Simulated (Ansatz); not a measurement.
TiSe in space group Pnma (No. 62; Ti on 4c, Se on 4c) at seven volumes, the program Ansatz at the r²SCAN level (PAW), shape and atoms relaxed at each. One row is withheld.

```tsv
V (Å³/atom)	P (GPa)
15.938	12.97
16.464	7.89
16.989	?
17.515	0.00
18.040	-2.98
18.565	-5.41
19.091	-7.32
```

Q: Fit the shown pressures and predict the withheld one.

A: P = (3/2)B₀(x^(7/2) − x^(5/2))[1 + (3/4)(B′ − 4)(x − 1)] with x = (V₀/V)^(2/3). Least squares on the six rows gives V₀ = 17.514 Å³/atom, B₀ = 107 GPa, B′ = 5.31. At V = 16.989, x = 1.0205 and P = 3.53 GPa. The run itself gave 3.60 GPa.

The workflow started from an entry of the Crystallography Open Database (COD), which files this formula under 2 space groups. Its standing as an ambient phase is unchecked. The cell was relaxed with r²SCAN under the symmetry of its start; whether a distortion lowers the energy is not shown. The run is not spin-polarised.

Potentials: the later of the program's two PAW sets.
